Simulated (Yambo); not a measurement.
A G0W0@PBEsol run in Yambo for Rb2NaScF6 (space group Fm-3m, No. 225) (2×2×2 Γ-centred k mesh, bands 3 to 317 and a 8 Ry block in the screening, 317 bands in G with the Bruneval-Gonze terminator, plasmon pole fitted at 27.2 eV) gives these matrix elements, in eV, at the band edges (Γ → Γ):

```json
[
 {"state": "valence edge", "E0": "0.000", "<Vxc>": "-22.276", "<Σx>": "-30.055", "<Σc(E0)>": "4.879", "Z": "0.805"},
 {"state": "conduction edge", "E0": "6.764", "<Vxc>": "-8.895", "<Σx>": "-4.537", "<Σc(E0)>": "-3.026", "Z": "0.893"}
]
```

Question: Solve the linearised quasiparticle equation for both states, give the gap, and say how exchange and correlation each act on it.

Answer: E = E0 + Z(Σx + Σc − Vxc). Valence: 0.000 + 0.805 × (-30.055 + (4.879) − (-22.276)) = -2.34 eV. Conduction: 6.764 + 0.893 × (-4.537 + (-3.026) − (-8.895)) = 7.95 eV. The gap is 10.29 eV, against 6.76 eV in PBEsol. Replacing Vxc by bare exchange alone would open it by 12.14 eV; correlation takes back 7.90 eV of that, and Z scales what is left. Convergence of the G0W0 settings was not tested. The k mesh is coarse. 

Geometry of the Materials Project entry, not relaxed at this level; primitive cell a = 6.1865 Å, b = 6.1865 Å, c = 6.1865 Å, α = 60.00°, β = 60.00°, γ = 60.00°.

The structure is a Materials Project entry; no match was found in the copy of COD used, and its stability was not checked.
